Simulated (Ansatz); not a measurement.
Recipe of this trial structure of Sn3As: random cell by space group and Wyckoff sites (Cmmm, No. 65). Its size is a rough estimate.

```cif
data_structure
_symmetry_space_group_name_H-M 'Cmmm'
_symmetry_Int_Tables_number 65
_cell_length_a 4.1498
_cell_length_b 8.3908
_cell_length_c 7.2217
_cell_angle_alpha 90.000
_cell_angle_beta 90.000
_cell_angle_gamma 90.000
_cell_volume 251.46
loop_
_atom_site_label
_atom_site_type_symbol
_atom_site_symmetry_multiplicity
_atom_site_Wyckoff_symbol
_atom_site_fract_x
_atom_site_fract_y
_atom_site_fract_z
_atom_site_occupancy
Sn1 Sn 4 i 0.00000 0.37255 0.00000 1
Sn2 Sn 2 a 0.00000 0.00000 0.00000 1
As1 As 2 c 0.50000 0.00000 0.50000 1
```

These are results of DFT PBE, scalar-relativistic, plane waves, PAW (Ansatz), not measurements. Cutoff 420 eV, Gaussian smearing, Γ-centred meshes. Cell and atoms relax first on a coarse mesh and then on a finer one. In between, the cell is made exact in the group found at 0.06 Å. In metals the finer mesh still leaves noise of several meV/atom or more. The steps can't lower the symmetry of their start. No spin polarisation.

A guess keeps its type if space group and coordination stay and the shape of the cell changes little (axis ratios within about 15 %, angles within 6°); the volume may change.

**Question.** Does this structure survive the relaxation?

**Answer.** It doesn't keep its type. The symmetry stays Cmmm (No. 65). The volume per atom shrinks by 7.2 %, from 31.4 to 29.2 Å³. The shortest distance goes from 2.14 Å (Sn–Sn) to 2.95 Å (Sn–As). Counting neighbours within 15 % of an atom's shortest distance, the start has As 10, Sn 3/4 and the end As 8, Sn 6/8. In detail, at the end around Sn on a site of symmetry m2m lie 2 As at 2.95 Å, 2 Sn at 3.04 Å and 2 Sn at 3.34 Å; Sn on a site of symmetry mmm has 4 As at 3.08 Å and 4 Sn at 3.34 Å; As is surrounded by 8 Sn at 2.95–3.08 Å and 2 As at 3.76 Å.

```yaml
crystal:
  lattice:
    - [2.44219, -6.35963, 0.00000]
    - [2.44219, 6.35963, 0.00000]
    - [0.00000, 0.00000, 3.75524]
  atoms:
    - { symbol: Sn, position: [0.67870, 0.32130, 0.00000] }
    - { symbol: Sn, position: [0.32130, 0.67870, 0.00000] }
    - { symbol: Sn, position: [0.00000, 0.00000, 0.00000] }
    - { symbol: As, position: [0.50000, 0.50000, 0.50000] }
```

Formation energies are uncorrected and refer to the elements' standard structures at the same level. The references include grey tin.

**Question.** At what energy does it end?

**Answer.** +0.14 eV/atom. A positive value: parting into the elements would lower its energy.

The last run used a 10×10×12 mesh (in the run's order of axes) for its 4-atom cell and Gaussian smearing of 0.10 eV. An odd number of electrons in the primitive cell allows no gap without spin; a larger cell or a magnetic state could open one. The cell is a metal run without spin; a magnetic state may lie lower. The reference form of As is held partly by dispersion forces, which this level lacks. Symmetry constrained the relaxation, so the result can be a saddle point.

In counts of neighbours, a slash parts the counts of unlike sites.
